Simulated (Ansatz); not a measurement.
NiRuN₂:
```cif
data_N6Ni3Ru3
_chemical_formula_sum 'Ru3 Ni3 N6'
_space_group_name_H-M_alt 'R-3m :H'
_space_group_IT_number 166
_space_group_name_Hall '-R 3 2"'
_cell_length_a 2.75996
_cell_length_b 2.75996
_cell_length_c 18.27097
_cell_angle_alpha 90.000
_cell_angle_beta 90.000
_cell_angle_gamma 120.000
loop_
_atom_site_label
_atom_site_type_symbol
_atom_site_symmetry_multiplicity
_atom_site_Wyckoff_symbol
_atom_site_fract_x
_atom_site_fract_y
_atom_site_fract_z
_atom_site_occupancy
Ru1 Ru 3 b 0.00000 0.00000 0.50000 1
Ni1 Ni 3 a 0.00000 0.00000 0.00000 1
N1 N 6 c 0.00000 0.00000 0.09692 1
```
(The calculation used a cell of 4 atoms; values per cell refer to that cell.)

Relaxed with PBEsol.

Task: Which orbitals make up the states near the Fermi level in the program Ansatz at the PBEsol level (PAW)?

Result: Within 0.5 eV of the Fermi level: Ni 3d 32 %, N 2p 31 %, Ru 4d 30 %. Projections are on Löwdin-orthogonalised atomic valence shells; empty p or d shells of many metals are not among them.

Task: Tabulate the density of states.

Result: States/eV per cell of 4 atoms, in 0.25 eV bins, energy from the Fermi level.

```csv
E (eV),total,N 2p,Ni 3d,Ru 4d
-7.85,1.87,0.88,0.11,0.72
-7.60,1.97,0.95,0.12,0.75
-7.35,1.95,0.97,0.18,0.67
-7.10,2.80,1.44,0.25,0.94
-6.85,3.11,1.60,0.25,1.08
-6.60,2.50,1.28,0.21,0.87
-6.35,2.03,1.08,0.21,0.62
-6.10,1.66,0.92,0.17,0.48
-5.85,1.77,0.97,0.13,0.56
-5.60,2.48,1.22,0.13,1.00
-5.35,4.31,2.18,0.18,1.74
-5.10,2.44,1.31,0.12,0.86
-4.85,1.52,0.76,0.18,0.49
-4.60,2.11,1.00,0.39,0.63
-4.35,2.88,1.32,0.67,0.75
-4.10,2.90,1.22,0.92,0.50
-3.85,2.15,0.99,0.54,0.42
-3.60,2.35,1.11,0.51,0.51
-3.35,1.76,0.80,0.37,0.46
-3.10,1.63,0.59,0.38,0.52
-2.85,2.03,0.62,0.57,0.61
-2.60,3.54,0.67,1.90,0.67
-2.35,4.39,0.79,2.36,0.93
-2.10,4.54,0.67,2.64,1.04
-1.85,3.86,0.44,2.35,0.96
-1.60,7.65,0.61,5.32,1.48
-1.35,6.01,0.88,3.87,1.02
-1.10,4.25,0.62,2.93,0.51
-0.85,3.45,0.40,2.49,0.40
-0.60,2.69,0.30,2.00,0.27
-0.35,2.09,0.48,1.09,0.37
-0.10,3.73,1.14,0.93,1.41
0.15,4.05,1.48,0.93,1.38
0.40,3.48,1.19,1.06,0.93
0.65,2.93,1.05,0.62,1.06
0.90,3.79,1.25,0.66,1.65
1.15,1.06,0.32,0.15,0.51
1.40,0.19,0.06,0.02,0.10
1.65,0.00,0.00,0.00,0.00
1.90,0.00,0.00,0.00,0.00
2.15,0.11,0.02,0.01,0.04
2.40,0.45,0.10,0.04,0.17
2.65,1.38,0.40,0.10,0.51
2.90,1.72,0.57,0.10,0.63
3.15,2.30,0.89,0.10,0.86
3.40,2.89,1.27,0.10,1.05
3.65,2.28,1.08,0.09,0.82
3.90,2.41,1.04,0.08,0.89
4.15,1.98,0.76,0.06,0.76
4.40,0.47,0.16,0.01,0.19
4.65,0.40,0.12,0.01,0.14
4.90,0.49,0.12,0.02,0.12
```

The start of the workflow was typed in or built on a structure type; neither database checked (COD, Materials Project) lists it. Its standing as an ambient phase is unchecked. The PBEsol relaxation kept the symmetry of its start; its stability against distortions is not shown here. The workflow began spin-polarised and lost its moments. Its formation energy is positive at this level, so the cell may be metastable or incomplete. Scalar-relativistic: spin–orbit coupling is off unless named, which matters more the heavier the elements.

Potentials: the earlier of the program's two PAW sets. The files were generated under PBE; for other functionals the program regenerates the frozen cores, and for LDA and PBEsol the local potential too.
